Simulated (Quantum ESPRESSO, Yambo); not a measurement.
Quasiparticle gap of SnO monolayer at -3 % biaxial strain

```
CELL_PARAMETERS angstrom
      3.67143     0.00000     0.00000
      0.00000     3.67143     0.00000
      0.00000     0.00000    15.30000
ATOMIC_POSITIONS crystal
  O  0.00000 0.50000 0.00000
  O  0.50000 0.00000 0.00000
  Sn 0.00000 0.00000 0.07892
  Sn 0.50000 0.50000 0.92108
```

The PBEsol cell relaxed from Materials Project entry mp-2097 was given a biaxial strain of -3 % in the plane, and the atoms were relaxed again, with the Coulomb interaction truncated along z.

Starting point: PBE (stringent potentials; Quantum ESPRESSO, PseudoDojo norm-conserving, 102 Ry, scalar-relativistic). G0W0 in Yambo: 4×4×1 Γ-centred k mesh, bands 9 to 158 and a 8 Ry block in the screening, 158 bands in G with the Bruneval-Gonze terminator, plasmon pole fitted at 27.2 eV, slab-truncated Coulomb interaction, stochastic integration of W near q = 0.

PBE gap along the band path: 3.10 eV
PBE gap between the mesh's edge points ((0.25, 0.25) → X): 3.15 eV
G0W0 gap between the same points: 4.98 eV
PBE smallest direct gap on the mesh (at (0.25, 0.25)): 3.65 eV
G0W0 direct gap at that point: 5.50 eV

```json
[
 {"k point": "Γ", "band": "VB", "E PBE (eV)": "-0.18", "E QP (eV)": "-1.24", "shift (eV)": "-1.06", "Z": "0.79"},
 {"k point": "Γ", "band": "CB", "E PBE (eV)": "3.69", "E QP (eV)": "4.60", "shift (eV)": "0.90", "Z": "0.84"},
 {"k point": "X", "band": "VB", "E PBE (eV)": "-0.53", "E QP (eV)": "-1.58", "shift (eV)": "-1.06", "Z": "0.79"},
 {"k point": "X", "band": "CB", "E PBE (eV)": "3.15", "E QP (eV)": "4.01", "shift (eV)": "0.87", "Z": "0.82"},
 {"k point": "(0.25, 0.25)", "band": "VB", "E PBE (eV)": "0.00", "E QP (eV)": "-0.96", "shift (eV)": "-0.96", "Z": "0.79"},
 {"k point": "(0.25, 0.25)", "band": "CB", "E PBE (eV)": "3.65", "E QP (eV)": "4.54", "shift (eV)": "0.89", "Z": "0.83"}
]
```

Energies count from the PBE valence-band maximum.

Convergence of the G0W0 settings was not tested.

Spin-orbit splittings are left out.

This is a model layer cut from the bulk structure; whether it is stable on its own was not checked.
